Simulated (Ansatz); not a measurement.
# GdO under several functionals and dispersion corrections (calculated)

Starting cell:

```cif
data_structure
_symmetry_space_group_name_H-M 'F-43m'
_symmetry_Int_Tables_number 216
_cell_length_a 5.4000
_cell_length_b 5.4000
_cell_length_c 5.4000
_cell_angle_alpha 90.000
_cell_angle_beta 90.000
_cell_angle_gamma 90.000
_cell_volume 157.46
loop_
_atom_site_label
_atom_site_type_symbol
_atom_site_symmetry_multiplicity
_atom_site_Wyckoff_symbol
_atom_site_fract_x
_atom_site_fract_y
_atom_site_fract_z
_atom_site_occupancy
Gd1 Gd 4 a 0.00000 0.00000 0.00000 1
O1 O 4 d 0.25000 0.25000 0.75000 1
```

Ansatz, plane waves and PAW, scalar-relativistic (no spin–orbit coupling), 8×8×8 k-mesh. Spin-polarised, started with parallel moments of up to 7.7 μB. In the setting of the table the starting cell (space group F-43m) has 3.818 × 3.818 × 3.818 Å, angles 60.0 / 60.0 / 60.0°. Each functional was followed to zero pressure by scaling the cell, shape and atoms held, then fitted over four more volumes within ±4 % of it.

(1) What cell, stiffness and gap does each give?

Answers

(1) 
```tsv
functional	V0 (Å³/atom)	cell	B0 (GPa)	B′ from the pressures	gap on the mesh	largest moment in an atom's sphere (μB)	cutoff (eV)
rPW86-PBE + rVV10 +U (Gd: 6.0 eV)	19.83	3.827 × 3.827 × 3.827 Å, angles 60.0 / 60.0 / 60.0°	103	4.1	zero (metallic on this mesh)	7.01	420
BLYP + D3(BJ) +U (Gd: 6.0 eV)	19.26	3.791 × 3.791 × 3.791 Å, angles 60.0 / 60.0 / 60.0°	105	4.1	zero (metallic on this mesh)	7.01	420
PBEsol +U (Gd: 6.0 eV)	18.92	3.769 × 3.769 × 3.769 Å, angles 60.0 / 60.0 / 60.0°	109	4.1	zero (metallic on this mesh)	7.00	420
PBE + D4 +U (Gd: 6.0 eV)	19.22	3.789 × 3.789 × 3.789 Å, angles 60.0 / 60.0 / 60.0°	105	4.1	zero (metallic on this mesh)	7.01	420
PBE + D3(BJ) +U (Gd: 6.0 eV)	19.20	3.787 × 3.787 × 3.787 Å, angles 60.0 / 60.0 / 60.0°	105	4.1	zero (metallic on this mesh)	7.01	420
```

The volumes span 4.8 %, from PBEsol +U (Gd: 6.0 eV) to rPW86-PBE + rVV10 +U (Gd: 6.0 eV), and the stiffness falls as the cell grows.

Caveats: filled bands differ between k-points; not tested for a lower state; only parallel moments were run, and the real order may differ; state of the open shells carried from another run; the cell was built on a prototype listed for this compound, which may not be its ambient form.

Points behind the fit for BLYP + D3(BJ) +U (Gd: 6.0 eV):

```csv
V (Å³/atom),E − Emin (meV/atom),P (GPa)
18.497,10.82,4.64
18.882,2.52,2.20
19.268,0.00,0.00
19.653,2.43,-1.99
20.038,9.41,-3.79
```
